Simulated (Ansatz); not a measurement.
## Energy landscape near a Li structure

Level of theory: DFT PBEsol, scalar-relativistic, plane waves, PAW (Ansatz).

Settings: cutoff 420 eV, Γ-centred mesh 15×15×15 on the computed 3-atom cell, Gaussian smearing of 0.10 eV; no spin polarisation.

Reference cell:

```yaml
crystal:
  lattice:
    - [1.55050, 0.89518, 7.58830]
    - [-1.55050, 0.89518, 7.58830]
    - [0.00000, -1.79036, 7.58830]
  atoms:
    - { symbol: Li, position: [0.00000, 0.00000, 0.00000] }
    - { symbol: Li, position: [0.22200, 0.22200, 0.22200] }
    - { symbol: Li, position: [0.77800, 0.77800, 0.77800] }
```

Each variant moves atoms of this cell by the vectors given, if any (Å), and then applies a symmetric strain (tensor components, Cartesian axes). The reference cell isn't relaxed at this level. Energies are per atom at zero smearing, counted from the lowest variant. Pressure is positive in compression.

1. strain (xx yy zz yz xz xy, %) -1.89 -1.89 7.11 0.00 0.00 0.00; moves: Li2 (0.000, 0.000, 0.073); Li3 (0.000, 0.000, -0.073)
2. strain (xx yy zz yz xz xy, %) -3.49 -3.49 -1.99 0.00 0.00 0.00; moves: Li1 (0.000, 0.000, 0.034); Li2 (0.000, 0.000, -0.039); Li3 (0.000, 0.000, 0.005)
3. strain (xx yy zz yz xz xy, %) -2.31 -2.31 6.69 0.00 0.00 0.00; moves: Li2 (0.000, 0.000, -0.037); Li3 (0.000, 0.000, 0.037)
4. strain (xx yy zz yz xz xy, %) 1.31 1.31 -4.69 0.00 0.00 0.00; moves: Li2 (0.000, 0.000, 0.122); Li3 (0.000, 0.000, -0.122)

```tsv
variant	ΔE (meV/atom)	P (GPa)	largest force (eV/Å)	space group
1	9.4	-0.82	0.09	R-3m
2	0.0	0.75	0.10	R3m
3	6.8	-0.71	0.07	R-3m
4	7.4	-0.16	0.21	R-3m
```

This form isn't the element's structure at ambient conditions.